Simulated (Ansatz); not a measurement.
Ga2BAs3 as one 6-atom ordering (Imm2) on the zincblende lattice, relaxed with r2SCAN. B is surrounded by 4 As at 2.08–2.21 Å; As is surrounded by 2 B at 2.21 Å and 2 Ga at 2.45 Å; Ga is surrounded by 4 As at 2.41–2.45 Å; As is surrounded by 1 B at 2.08 Å and 3 Ga at 2.41–2.45 Å.

Space group Imm2 (No. 44). a = 3.773 Å, b = 11.367 Å, c = 5.431 Å, α = 90.00°, β = 90.00°, γ = 90.00°

| atom | site | symmetry | x | y | z |
| --- | --- | --- | --- | --- | --- |
| B | 2a | mm2 | 0.0000 | 0.0000 | 0.0067 |
| As | 2b | mm2 | 0.5000 | 0.0000 | 0.7952 |
| Ga | 4d | m.. | 0.5000 | 0.1626 | 0.4999 |
| As | 4d | m.. | 0.0000 | 0.1508 | 0.2241 |

4 runs of the PAW code Ansatz on this cell differ in the functional (and in the settings that go with it). Levels are in eV from each run's valence top; v1 is the last filled band, c1 the first empty one.

Run A, mean stress 0.0 GPa (compression positive):
```
point     v4     v3     v2     v1    c1    c2
    Γ  -1.92  -0.45  -0.39   0.00  1.13  1.85
    X  -2.74  -2.46  -0.94  -0.43  0.88  1.49
   F₀  -3.71  -3.28  -2.89  -1.99  1.38  1.65
```

Run B, mean stress +0.2 GPa (compression positive):
```
point     v4     v3     v2     v1    c1    c2
    Γ  -2.00  -0.48  -0.39   0.00  1.59  2.29
    X  -2.83  -2.55  -0.98  -0.44  1.26  1.86
   F₀  -3.89  -3.41  -3.00  -2.05  1.74  1.98
```

Run C, mean stress +2.6 GPa (compression positive):
```
point     v4     v3     v2     v1    c1    c2
    Γ  -1.83  -0.45  -0.39   0.00  0.81  1.44
    X  -2.63  -2.41  -0.92  -0.40  0.62  1.23
   F₀  -3.57  -3.16  -2.77  -1.91  1.12  1.37
```

Run D, mean stress 0.0 GPa (compression positive):
```
point     v4     v3     v2     v1    c1    c2
    Γ  -2.05  -0.48  -0.38   0.00  2.22  2.91
    X  -2.88  -2.60  -1.00  -0.46  1.91  2.51
   F₀  -3.95  -3.47  -3.05  -2.09  2.38  2.63
```

Problem. Match the runs to PBE, r2SCAN, HSE06, PBE0.

Solution. A is r2SCAN, B is HSE06, C is PBE, D is PBE0. In order of the gap: PBE 0.55, r2SCAN 0.79, HSE06 1.21, PBE0 1.84 eV.

Note: simulated data, non-magnetic, for a generated structure that need not be the stable one.

The runs are scalar-relativistic, without spin-orbit coupling.

The program warns that its thresholds are loose for a hybrid's stress.
